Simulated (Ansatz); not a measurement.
The start is a relaxed Bi cell shaken by Gaussian noise of σ = 0.08 Å a coordinate. The cell and all atomic positions are relaxed at zero pressure with r2SCAN (plane waves to 500 eV, PAW, scalar-relativistic; Ansatz, a quantum-chemistry and plane-wave program). First-step values are on the input's coarse k-mesh.

Ansatz input (later rounds restart from its end on a renewed k-mesh):
Ansatz 0.2 input:
```yaml
crystal:
  lattice:
    - [6.3491174584, 0, 0]
    - [0, 6.3491174584, 0]
    - [0, 0, 6.3491174584]
  atoms:
    - { symbol: Bi, position: [0.274979641, 0.009723347, 0.4972141434] }
    - { symbol: Bi, position: [0.7635674276, 0.0204233962, 0.4816224232] }
    - { symbol: Bi, position: [0.0025368808, 0.4983348317, 0.2639526298] }
    - { symbol: Bi, position: [0.0173118995, 0.4840500176, 0.747436849] }
    - { symbol: Bi, position: [0.5347246129, 0.2664312685, -0.0068094702] }
    - { symbol: Bi, position: [0.4950327673, 0.7544717202, 0.0057456073] }
    - { symbol: Bi, position: [-0.0036489524, -0.0037598669, 0.0007172936] }
    - { symbol: Bi, position: [0.5051351103, 0.522929107, 0.5018946875] }
basis: { ecutwfc: 500, ecutrho_ratio: 4, xc_grid: 4, fft_grid_basis: typed }
kpoints: { mp_grid: { grid: [5, 5, 5] } }
hamiltonian:
  xc: r2scan
  dispersion: none
  pseudopotentials: { kind: paw }
scf: { occupations: { method: fermi_dirac, width: 0.05 } }
relax: { f_tol: 0.01, max_steps: 100, cell: { stress_tol: 0.02 } }
output: { forces: true, stress: true }
```

| Quantity | Result |
|---|---|
| Energy released | 0.35 eV/atom |
| Volume change | +14.8 %, from 31.99 to 36.74 Å³/atom |
| Relative to the parent | It does not go back: it reaches R-3m (No. 166), AFLOW prototype A_hR2_166_c (A7, as in As), 0.37 eV/atom below the parent |
| Shortest distances (start → end) | The closest pairs of elements (up to four, under 3.6 Å), start → end: Bi–Bi 3.07 → 3.07 Å |
| Band gap at the end | zero (metallic) |
| Optimiser moves | 17 |

Final structure:

Space group R-3m, hexagonal axes (No. 166); a = b = 4.533 Å, c = 12.389 Å, α = β = 90.00°, γ = 120.00°

```
atom  site  symmetry       x       y       z
----  ----  --------  ------  ------  ------
Bi      6c        3m  0.0000  0.0000  0.2685
```
(The calculation used a cell of 2 atoms; values per cell refer to that cell.)

Final values are on a 12×12×12 k-mesh of the relaxed cell. No spin polarisation in the result.

Of the parent cell (Pm-3n (No. 223)): it is a generated cell of Bi: the first start was made by placing the elements on the sites of a structure type, and the end was not matched to a known phase here, so it may be hypothetical. Known forms of Bi include space group No. 166.
